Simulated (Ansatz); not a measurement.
Ge$_{3}$N$_{4}$:
```
Ge3N4
1.0
    8.05721     0.00000     0.00000
   -4.02860     6.97774     0.00000
    0.00000     0.00000     3.08473
Ge N
6 8
Direct
  0.83057   0.23717   0.75000
  0.16943   0.76283   0.25000
  0.59340   0.83057   0.25000
  0.40660   0.16943   0.75000
  0.76283   0.59340   0.75000
  0.23717   0.40660   0.25000
  0.66667   0.33333   0.75000
  0.33333   0.66667   0.25000
  0.66963   0.97421   0.75000
  0.33037   0.02579   0.25000
  0.69542   0.66963   0.25000
  0.30458   0.33037   0.75000
  0.02579   0.69542   0.75000
  0.97421   0.30458   0.25000
```

Relaxed with PBEsol. Special points in fractions of this cell's reciprocal vectors: Γ (0.000, 0.000, 0.000); M (0.500, 0.000, 0.000); K (0.333, 0.333, 0.000); A (0.000, 0.000, 0.500); L (0.500, 0.000, 0.500); H (0.333, 0.333, 0.500).

Problem. List the band energies nearest the valence-band maximum at these points for PBEsol in the plane-wave PAW code Ansatz.

Solution. In eV from the valence-band maximum; about four levels below and three above (degenerate sets whole), none deeper than 8.9 eV; points with the same levels are listed once.

```
k                         below                above
-  ----------------------------  -------------------
Γ  -0.86 -0.86 -0.44 -0.24 0.00       2.08 3.39 3.39
M       -1.09 -0.51 -0.12 -0.05       3.15 3.40 3.78
K       -0.83 -0.83 -0.08 -0.08       3.50 3.70 3.70
A       -1.22 -1.22 -1.22 -1.22  4.23 4.23 4.23 4.23
L       -1.15 -1.15 -0.89 -0.89  3.79 3.79 4.93 4.93
H       -1.04 -1.04 -0.98 -0.98  3.91 3.91 4.93 4.93
```

Space group P6_3/m. The cell was relaxed with PBEsol under the symmetry of its start. Spin–orbit coupling is left out wherever it is not named.

Potentials: the earlier of the program's two PAW sets. The files were generated under PBE; for other functionals the program regenerates the frozen cores, and for LDA and PBEsol the local potential too.
